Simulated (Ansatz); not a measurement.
GeSe$_{2}$:
```yaml
crystal:
  lattice:
    - [0.00000, 3.30105, 3.30105]
    - [3.30105, 0.00000, 3.30105]
    - [3.30105, 3.30105, 0.00000]
  atoms:
    - { symbol: Ge, position: [0.00000, 0.00000, 0.00000] }
    - { symbol: Se, position: [0.25000, 0.25000, 0.25000] }
    - { symbol: Se, position: [0.75000, 0.75000, 0.75000] }
```

Relaxed with PBE. Special points in fractions of this cell's reciprocal vectors: Γ (0.000, 0.000, 0.000); X (0.500, 0.000, 0.500); U (0.625, 0.250, 0.625); K (0.375, 0.375, 0.750); L (0.500, 0.500, 0.500); W (0.500, 0.250, 0.750).

Q: List the band energies nearest the Fermi level at these points for DFT-PBE in the program Ansatz with PAW potentials.

A: In eV from the Fermi level; about four levels below and three above (degenerate sets whole), none deeper than 8.9 eV; points with the same levels are listed once.

```
k                                below           above
-  -----------------------------------  --------------
Γ  -2.95 -2.95 -2.95 -1.46 -1.46 -1.46  2.02 2.02 2.02
X              -8.71 -4.80 -4.80 -1.84  0.48 0.48 1.19
U              -4.45 -1.14 -0.91 -0.30  0.95 3.82 4.19
L        -3.25 -3.25 -2.84 -2.09 -2.09  0.77 3.88 3.88
W              -5.20 -2.82 -2.82 -0.83  0.72 0.90 3.10
```

Space group Fm-3m (fluorite). A made-up cell: these elements were put on the sites of a structure type; neither database checked (COD, Materials Project) lists it. Its standing as an ambient phase is unchecked. Symmetry was held in the PBE relaxation; whether a distortion lowers the energy is not shown. Spin–orbit coupling is left out wherever it is not named.

Potentials: the later of the program's two PAW sets.
